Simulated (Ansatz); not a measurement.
In2Bi:
```yaml
crystal:
  lattice:
    - [5.54545, 0.00000, 0.00000]
    - [-2.77273, 4.80250, 0.00000]
    - [0.00000, 0.00000, 6.53205]
  atoms:
    - { symbol: In, position: [0.00000, 0.00000, 0.00000] }
    - { symbol: In, position: [0.00000, 0.00000, 0.50000] }
    - { symbol: In, position: [0.33333, 0.66667, 0.75000] }
    - { symbol: In, position: [0.66667, 0.33333, 0.25000] }
    - { symbol: Bi, position: [0.33333, 0.66667, 0.25000] }
    - { symbol: Bi, position: [0.66667, 0.33333, 0.75000] }
```

Relaxed with r²SCAN. Special points in fractions of this cell's reciprocal vectors: Γ (0.000, 0.000, 0.000); M (0.500, 0.000, 0.000); K (0.333, 0.333, 0.000); A (0.000, 0.000, 0.500); L (0.500, 0.000, 0.500); H (0.333, 0.333, 0.500).

### Question
List the band energies nearest the Fermi level at these points for r²SCAN with spin–orbit coupling in the plane-wave PAW code Ansatz.

### Answer
In eV from the Fermi level; about four levels below and three above (degenerate sets whole), none deeper than 8.9 eV; … stands for higher levels left out; points with the same levels are listed once.

```
k                    below                above
-  -----------------------  -------------------
Γ  -0.16 -0.16 -0.05 -0.05  0.17 0.17 0.18 0.18
M  -1.84 -1.84 -1.01 -1.01  1.31 1.31 1.65 1.65
K  -0.50 -0.50 -0.21 -0.21  1.81 1.81 1.91 1.91
A  -0.12 -0.12 -0.12 -0.12                    …
L  -0.38 -0.38 -0.38 -0.38  0.89 0.89 0.89 0.89
H  -0.15 -0.15 -0.01 -0.01  0.04 0.04 0.26 0.26
```

Space group P6_3/mmc. The workflow started from an entry of the Crystallography Open Database (COD). Whether it is the stable phase at ambient conditions was not checked. The cell was relaxed with r²SCAN under the symmetry of its start; whether a distortion lowers the energy is not shown.

Potentials: the later of the program's two PAW sets.
